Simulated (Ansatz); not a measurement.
**Compressing TiZn₃: a fit and a missing row**

TiZn₃, Pm-3m, a = 3.879 Å. The structure is a COD entry; whether it is the stable form wasn't checked. Ansatz: r2SCAN, PAW, 500 eV, Γ-centred 10×10×10 mesh on 4 atoms, Gaussian smearing 0.10 eV; no spin polarisation. Symmetry fixes shape and atoms, so the cell is only scaled; pressure is positive in compression.

```tsv
V (Å³/atom)	P (GPa)
12.837	19.24
13.274	?
13.712	8.01
14.149	3.66
14.587	-0.02
15.025	-3.13
15.462	-5.77
16.046	-8.65
```

Q: Take V0 = 14.587 Å³/atom, count pressures from its P0 = -0.02 GPa, fit the third-order Birch–Murnaghan form to the other rows, and predict the missing pressure.

A: With the Eulerian strain f = ½[(V0/V)^(2/3) − 1] and y = (P − P0)/[3f(1 + 2f)^(5/2)], the form is the line y = B0 + 1.5 B0 (B0′ − 4) f. Rows (f, y): 0.04447, 116.7; 0.02105, 114.7; 0.01027, 113.5; -0.00976, 111.6; -0.01905, 110.9; -0.03079, 109.5. Means f = 0.002698, y = 112.82; Σ(Δf)² = 0.003889, ΣΔfΔy = 0.3699; the slope is their ratio. y = 112.6 + 95.11 f GPa, so B0 = 112.6 GPa and B0′ = 4 + 2 × (95.11)/(3 × 112.6) = 4.56. At V = 13.274, f = 0.03245, y = 115.69 and P = 13.16 GPa. The run gave 13.15 GPa, so the fit is 0.01 GPa too high, within the rms miss on the fitted rows (0.01 GPa).

Spin polarisation was left out, and a magnetic state may lie lower.